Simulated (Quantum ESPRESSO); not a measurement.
## Mo3WSe5S3 (one run as intended and one with a planted mistake)

A calculation, not a measurement. The program is pw.x of Quantum ESPRESSO 7.5 (plane-wave density functional theory). The cell is made up: 12 atoms on a layered 2H lattice, with randomly drawn elements, strain and displacements, not relaxed. PseudoDojo standard norm-conserving files (v0.5 for PBE, v0.4.1 for LDA and PBEsol) set the functional; there is no spin polarisation, spin-orbit coupling or dispersion term, and the masses in the input are unused placeholders.

Intended input:

```
&control calculation='scf', pseudo_dir='./dojo.nc.sr.pbe.v0_5.standard.upf', outdir='./o', disk_io='medium', tprnfor=.true., tstress=.true. /
&system ibrav=0, nat=12, ntyp=4, nbnd=83, ecutwfc=85.99341389, nosym=.true., tot_charge=0,
 occupations='smearing', smearing='fd', degauss=0.0018374661
/
&electrons conv_thr=7.350e-09, electron_maxstep=60, /
ATOMIC_SPECIES
Mo 1.0 Mo.upf
S 1.0 S.upf
Se 1.0 Se.upf
W 1.0 W.upf
CELL_PARAMETERS angstrom
3.2573 -0.0293 0.0117
-0.0507 5.5319 -0.0081
0.0468 -0.0187 13.0382
ATOMIC_POSITIONS angstrom
Mo -0.071 1.8748 3.202
Mo 1.6241 0.867 9.7962
Mo 1.5967 4.625 3.3475
W -0.041 3.7352 9.8082
Se -0.037 1.8005 8.177
Se 0.066 1.8423 11.3755
S 1.6315 0.8723 1.6329
Se 1.6569 0.9178 4.8575
S 1.6059 4.5203 8.1866
Se 1.6085 4.6176 11.3719
Se -0.0751 3.7091 1.5793
S 0.0064 3.7248 4.8852
K_POINTS automatic
7 4 2 1 1 1
```

The log is shortened where brackets say so; the opening notice, blank lines, dates and the lines on written files are dropped, and the path of the files is cut. It prints rydbergs, bohrs and kilobars, and counts compression as positive stress. Where no state is partly filled, the Fermi energy that it prints is only some level between the filled and the empty states on the mesh, and need not lie in the true gap.

Log of the intended run:

```
     Program PWSCF v.7.5
     Parallel version (MPI & OpenMP), running on       1 processor cores
     Number of MPI processes:                 1
     Threads/MPI process:                     1
     [start-up lines left out]
     bravais-lattice index     =            0
     lattice parameter (alat)  =       6.1557  a.u.
     unit-cell volume          =    1585.2729 (a.u.)^3
     number of atoms/cell      =           12
     number of atomic types    =            4
     number of electrons       =       154.00
     number of Kohn-Sham states=           83
     kinetic-energy cutoff     =      85.9934  Ry
     charge density cutoff     =     343.9737  Ry
     scf convergence threshold =      7.3E-09
     mixing beta               =       0.7000
     number of iterations used =            8  plain     mixing
     Exchange-correlation= PBE
                           (   1   4   3   4   0   0   0)
     [axes and pseudopotential details left out]
   Cartesian axes
     site n.     atom                  positions (alat units)
         1        Mo     tau(   1) = (  -0.0217962   0.5755417   0.9829766  )
         2        Mo     tau(   2) = (   0.4985798   0.2661589   3.0073191  )
         3        Mo     tau(   3) = (   0.4901683   1.4198210   1.0276434  )
         4        W      tau(   4) = (  -0.0125865   1.1466628   3.0110030  )
         5        Se     tau(   5) = (  -0.0113586   0.5527325   2.5102436  )
         6        Se     tau(   6) = (   0.0202612   0.5655646   3.4921458  )
         7        S      tau(   7) = (   0.5008515   0.2677859   0.5012812  )
         8        Se     tau(   8) = (   0.5086490   0.2817539   1.4911958  )
         9        S      tau(   9) = (   0.4929926   1.3876794   2.5131907  )
        10        Se     tau(  10) = (   0.4937907   1.4175493   3.4910406  )
        11        Se     tau(  11) = (  -0.0230548   1.1386504   0.4848267  )
        12        S      tau(  12) = (   0.0019647   1.1434701   1.4996994  )
     number of k points=    28  Fermi-Dirac smearing, width (Ry)=  0.0018
                       cart. coord. in units 2pi/alat
        k(    1) = (   0.0718770   0.0743561   0.0623084), wk =   0.0714286
        k(    2) = (   0.0723241   0.0741773  -0.0626130), wk =   0.0714286
     [further k points left out]
     Dense  grid:   170715 G-vectors     FFT dimensions: (  40,  64, 150)
     Estimated max dynamical RAM per process >     338.93 MB
     Initial potential from superposition of free atoms
     starting charge     153.9947, renormalised to     154.0000
     Starting wfcs are   97 randomized atomic wfcs
     total cpu time spent up to now is       64.7 secs
     per-process dynamical memory:   188.4 Mb
     Self-consistent Calculation
     iteration #  1     ecut=    85.99 Ry     beta= 0.70
     Davidson diagonalization with overlap
     ethr =  1.00E-02,  avg # of iterations =  2.0
     Threshold (ethr) on eigenvalues was too large:
     Diagonalizing with lowered threshold
     Davidson diagonalization with overlap
     ethr =  7.69E-04,  avg # of iterations =  2.0
     total cpu time spent up to now is      242.4 secs
     total energy              =   -1851.64645817 Ry
     estimated scf accuracy    <       1.21774613 Ry
     iteration #  2     ecut=    85.99 Ry     beta= 0.70
     Davidson diagonalization with overlap
     ethr =  7.91E-04,  avg # of iterations =  9.1
     total cpu time spent up to now is      400.4 secs
     total energy              =   -1848.97538718 Ry
     estimated scf accuracy    <      30.20931942 Ry
     [iterations 3 to 20 left out]
     iteration # 21     ecut=    85.99 Ry     beta= 0.70
     Davidson diagonalization with overlap
     ethr =  7.31E-11,  avg # of iterations =  5.2
     total cpu time spent up to now is     2814.2 secs
     total energy              =   -1852.31864396 Ry
     estimated scf accuracy    <       0.00000003 Ry
     iteration # 22     ecut=    85.99 Ry     beta= 0.70
     Davidson diagonalization with overlap
     ethr =  1.99E-11,  avg # of iterations =  3.2
     total cpu time spent up to now is     2937.6 secs
     End of self-consistent calculation
     [lines on levels left out]
     the Fermi energy is    12.5155 ev
!    total energy              =   -1852.31864395 Ry
     estimated scf accuracy    <          6.9E-09 Ry
     smearing contrib. (-TS)   =      -0.00000000 Ry
     internal energy E=F+TS    =   -1852.31864395 Ry
     The total energy is F=E-TS. E is the sum of the following terms:
     one-electron contribution =   -1095.87512691 Ry
     hartree contribution      =     600.88751151 Ry
     xc contribution           =    -356.55758035 Ry
     ewald contribution        =   -1000.77344821 Ry
     convergence has been achieved in  22 iterations
     Forces acting on atoms (cartesian axes, Ry/au):
     atom    1 type  1   force =     0.06241077   -0.01381049   -0.00738750
     atom    2 type  1   force =     0.01561735    0.00754488   -0.06679714
     atom    3 type  1   force =    -0.00379919   -0.04664012   -0.08505138
     atom    4 type  4   force =     0.01851225   -0.03385771   -0.11091216
     atom    5 type  3   force =     0.01552580    0.01539896   -0.04836784
     atom    6 type  3   force =    -0.03299322    0.00128022    0.07701433
     atom    7 type  2   force =    -0.01807503    0.00916203    0.04593833
     atom    8 type  3   force =    -0.03516227    0.04689346    0.07683359
     atom    9 type  2   force =    -0.00652230    0.02160619    0.02324351
     atom   10 type  3   force =    -0.00985052   -0.01178006    0.12392932
     atom   11 type  3   force =     0.01197218    0.02187629   -0.00134114
     atom   12 type  2   force =    -0.01763583   -0.01767364   -0.02710191
     Total force =     0.269149     Total SCF correction =     0.000462
     Computing stress (Cartesian axis) and pressure
          total   stress  (Ry/bohr**3)                   (kbar)     P=       70.58
   0.00031992   0.00010023  -0.00019185           47.06       14.74      -28.22
   0.00010023   0.00058761  -0.00009755           14.74       86.44      -14.35
  -0.00019185  -0.00009755   0.00053180          -28.22      -14.35       78.23
     init_run     :     60.10s CPU     64.63s WALL (       1 calls)
     electrons    :   2774.54s CPU   2872.94s WALL (       1 calls)
     forces       :     17.05s CPU     17.35s WALL (       1 calls)
     stress       :     66.27s CPU     68.52s WALL (       1 calls)
     [timing details left out]
     PWSCF        :  48m38.37s CPU  50m24.73s WALL
     JOB DONE.
```

A second run has one planted mistake: two atoms have their elements exchanged. The input lines that differ, file-writing options aside:

```
- Mo -0.071 1.8748 3.202
+ W -0.071 1.8748 3.202
- W -0.041 3.7352 9.8082
+ Mo -0.041 3.7352 9.8082
```

Its log:

```
     Program PWSCF v.7.5
     Parallel version (MPI & OpenMP), running on       4 processor cores
     Number of MPI processes:                 4
     Threads/MPI process:                     1
     [start-up lines left out]
     bravais-lattice index     =            0
     lattice parameter (alat)  =       6.1557  a.u.
     unit-cell volume          =    1585.2729 (a.u.)^3
     number of atoms/cell      =           12
     number of atomic types    =            4
     number of electrons       =       154.00
     number of Kohn-Sham states=           83
     kinetic-energy cutoff     =      85.9934  Ry
     charge density cutoff     =     343.9737  Ry
     scf convergence threshold =      7.3E-09
     mixing beta               =       0.7000
     number of iterations used =            8  plain     mixing
     Exchange-correlation= PBE
                           (   1   4   3   4   0   0   0)
     [axes and pseudopotential details left out]
   Cartesian axes
     site n.     atom                  positions (alat units)
         1        W      tau(   1) = (  -0.0217962   0.5755417   0.9829766  )
         2        Mo     tau(   2) = (   0.4985798   0.2661589   3.0073191  )
         3        Mo     tau(   3) = (   0.4901683   1.4198210   1.0276434  )
         4        Mo     tau(   4) = (  -0.0125865   1.1466628   3.0110030  )
         5        Se     tau(   5) = (  -0.0113586   0.5527325   2.5102436  )
         6        Se     tau(   6) = (   0.0202612   0.5655646   3.4921458  )
         7        S      tau(   7) = (   0.5008515   0.2677859   0.5012812  )
         8        Se     tau(   8) = (   0.5086490   0.2817539   1.4911958  )
         9        S      tau(   9) = (   0.4929926   1.3876794   2.5131907  )
        10        Se     tau(  10) = (   0.4937907   1.4175493   3.4910406  )
        11        Se     tau(  11) = (  -0.0230548   1.1386504   0.4848267  )
        12        S      tau(  12) = (   0.0019647   1.1434701   1.4996994  )
     number of k points=    28  Fermi-Dirac smearing, width (Ry)=  0.0018
                       cart. coord. in units 2pi/alat
        k(    1) = (   0.0718770   0.0743561   0.0623084), wk =   0.0714286
        k(    2) = (   0.0723241   0.0741773  -0.0626130), wk =   0.0714286
     [further k points left out]
     Dense  grid:   170715 G-vectors     FFT dimensions: (  40,  64, 150)
     Estimated max dynamical RAM per process >     528.18 MB
     Estimated total dynamical RAM >       1.94 GB
     Initial potential from superposition of free atoms
     starting charge     153.9947, renormalised to     154.0000
     Starting wfcs are   97 randomized atomic wfcs
     total cpu time spent up to now is       10.7 secs
     per-process dynamical memory:   367.4 Mb
     Self-consistent Calculation
     iteration #  1     ecut=    85.99 Ry     beta= 0.70
     Davidson diagonalization with overlap
     ethr =  1.00E-02,  avg # of iterations =  2.0
     Threshold (ethr) on eigenvalues was too large:
     Diagonalizing with lowered threshold
     Davidson diagonalization with overlap
     ethr =  7.32E-04,  avg # of iterations =  2.0
     total cpu time spent up to now is       55.8 secs
     total energy              =   -1851.69191940 Ry
     estimated scf accuracy    <       1.15767668 Ry
     iteration #  2     ecut=    85.99 Ry     beta= 0.70
     Davidson diagonalization with overlap
     ethr =  7.52E-04,  avg # of iterations =  8.9
     total cpu time spent up to now is       92.5 secs
     total energy              =   -1850.16475014 Ry
     estimated scf accuracy    <      16.52242116 Ry
     [iterations 3 to 17 left out]
     iteration # 18     ecut=    85.99 Ry     beta= 0.70
     Davidson diagonalization with overlap
     ethr =  2.09E-11,  avg # of iterations =  4.3
     total cpu time spent up to now is      518.0 secs
     total energy              =   -1852.32252926 Ry
     estimated scf accuracy    <       0.00000004 Ry
     iteration # 19     ecut=    85.99 Ry     beta= 0.70
     Davidson diagonalization with overlap
     ethr =  2.09E-11,  avg # of iterations =  3.5
     total cpu time spent up to now is      540.2 secs
     End of self-consistent calculation
     [lines on levels left out]
     the Fermi energy is    12.5561 ev
!    total energy              =   -1852.32252927 Ry
     estimated scf accuracy    <          1.5E-09 Ry
     smearing contrib. (-TS)   =      -0.00000000 Ry
     internal energy E=F+TS    =   -1852.32252927 Ry
     The total energy is F=E-TS. E is the sum of the following terms:
     one-electron contribution =   -1095.89523089 Ry
     hartree contribution      =     600.89559540 Ry
     xc contribution           =    -356.54944556 Ry
     ewald contribution        =   -1000.77344821 Ry
     convergence has been achieved in  19 iterations
     Forces acting on atoms (cartesian axes, Ry/au):
     atom    1 type  4   force =     0.06662039   -0.00880704   -0.00855979
     atom    2 type  1   force =     0.01503257    0.00366286   -0.06541258
     atom    3 type  1   force =    -0.00434109   -0.05203236   -0.08979382
     atom    4 type  1   force =     0.01799415   -0.03063971   -0.10254644
     atom    5 type  3   force =     0.01533027    0.01637860   -0.04561567
     atom    6 type  3   force =    -0.03223848    0.00393966    0.07313285
     atom    7 type  2   force =    -0.01927863    0.01018137    0.04520760
     atom    8 type  3   force =    -0.03811865    0.04613783    0.08619913
     atom    9 type  2   force =    -0.00640395    0.02208110    0.02595199
     atom   10 type  3   force =    -0.00942310   -0.01523855    0.11258472
     atom   11 type  3   force =     0.01265048    0.02467455   -0.00478107
     atom   12 type  2   force =    -0.01782397   -0.02033832   -0.02636691
     Total force =     0.265725     Total SCF correction =     0.000250
     Computing stress (Cartesian axis) and pressure
          total   stress  (Ry/bohr**3)                   (kbar)     P=       68.71
   0.00030687   0.00010584  -0.00019491           45.14       15.57      -28.67
   0.00010584   0.00057434  -0.00011627           15.57       84.49      -17.10
  -0.00019491  -0.00011627   0.00052002          -28.67      -17.10       76.50
     init_run     :      9.91s CPU     10.35s WALL (       1 calls)
     electrons    :    519.76s CPU    529.53s WALL (       1 calls)
     forces       :      4.07s CPU      4.12s WALL (       1 calls)
     stress       :     13.48s CPU     13.77s WALL (       1 calls)
     [timing details left out]
     PWSCF        :   9m 7.77s CPU   9m18.41s WALL
     JOB DONE.
```

|  | intended run | run with the mistake |
| --- | --- | --- |
| free energy (eV) | -25202.079 | -25202.132 |
| smearing term -TS (eV) | 0.0000 | 0.0000 |
| pressure (GPa) | 7.06 | 6.87 |
| largest force component (eV/Å) | 3.186 | 2.895 |
| largest change of a force component (eV/Å) |  | 0.292 |
| iterations | 22 | 19 |

For scale, a rerun of the intended cell at a cutoff of 1467 eV and k mesh 9 x 6 x 4 moved values by no more than 0.002 eV in energy, 0.02 GPa in stress and 0.007 eV/Å in force.